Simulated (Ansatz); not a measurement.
Bi (Im-3m), trigonal deformation path

Computed with Ansatz 0.2.0, DFT LDA, scalar-relativistic, plane waves, PAW. The runs took a 420 eV cutoff, a Γ-centred 18×18×18 mesh and Gaussian smearing (0.15 eV). Spin–orbit coupling is left out, which can shift energies with elements as heavy as these. No spin polarisation. Energies are free energies at this smearing, counted from the undisturbed cell; pressure is positive in compression.

Reference structure (as given, not relaxed at this level; it stands at -3.2 GPa; this bcc form isn't the usual structure):

```yaml
crystal:
  lattice:
    - [-1.98143, 1.98143, 1.98143]
    - [1.98143, -1.98143, 1.98143]
    - [1.98143, 1.98143, -1.98143]
  atoms:
    - { symbol: Bi, position: [0.00000, 0.00000, 0.00000] }
```

At fixed volume and fractional coordinates, lengths along (0.577, 0.577, 0.577) are scaled against those across it; ρ is that ratio over its starting value. The cell is metallic on the mesh throughout. At ρ = 2.000 the cell becomes cubic (Pm-3m), and there the slope of the energy vanishes by symmetry.

```
    ρ  ΔE (meV/atom) pressure (GPa)
0.500         5279.0            72.4
0.600         1885.0            27.5
0.710          654.4             8.1
0.850          104.4            -1.4
1.000            0.0            -3.2
1.200           32.7            -2.0
1.410          -12.3             0.0
2.000          -80.9             3.1
```